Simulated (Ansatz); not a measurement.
The relaxed structure here is a generated cell of FeNi: the first start was made by placing the elements on the sites of a structure type, and the end was not matched to a known phase here, so it may be hypothetical.

One starting cell of FeNi (a generated cell, FeNi placed in the AFLOW prototype AB_cF16_227_a_b (B32, as in NaTl)) was relaxed twice with Ansatz (plane waves, PAW, scalar-relativistic): with PBEsol at 420 eV and with PBE at 420 eV. The PBEsol result:

```cif
data_Fe8Ni8
_chemical_formula_sum 'Fe8 Ni8'
_space_group_name_H-M_alt 'Fd-3m :1'
_space_group_IT_number 227
_space_group_name_Hall 'F 4d 2 3 -1d'
_cell_length_a 5.58079
_cell_length_b 5.58079
_cell_length_c 5.58079
_cell_angle_alpha 90.000
_cell_angle_beta 90.000
_cell_angle_gamma 90.000
loop_
_atom_site_label
_atom_site_type_symbol
_atom_site_symmetry_multiplicity
_atom_site_Wyckoff_symbol
_atom_site_fract_x
_atom_site_fract_y
_atom_site_fract_z
_atom_site_occupancy
Fe1 Fe 8 a 0.00000 0.00000 0.00000 1
Ni1 Ni 8 b 0.50000 0.50000 0.50000 1
```
(The calculation used a cell of 4 atoms; values per cell refer to that cell.)

```
quantity                                 PBEsol    PBE
--------------------------------  -------------  -----
space group                               Fd-3m  Fd-3m
volume (Å³/atom)                          10.86    ___
a (Å)                                     5.581    ___
gap (eV, no spin-orbit coupling)           0.00    ___
spin order                        ferromagnetic    ___
net moment (μB/atom)                       1.59    ___
```

Question: What does PBE give for the same quantities?

Answer: 
- volume (Å³/atom), PBE: 11.41
- a (Å), PBE: 5.672
- gap (eV, no spin-orbit coupling), PBE: 0.00
- spin order, PBE: ferromagnetic
- net moment (μB/atom), PBE: 1.63

Both levels end in the same structure; PBE's volume is 5.0 % larger. Neither column is exact.

Spin states reached: ferromagnetic; spin orders were not searched systematically.

The run could not lose the symmetry of its start, so the end can be a saddle point.

All atoms sit on sites fixed by symmetry, so only the cell could relax.

Ansatz is a program for electronic structure.
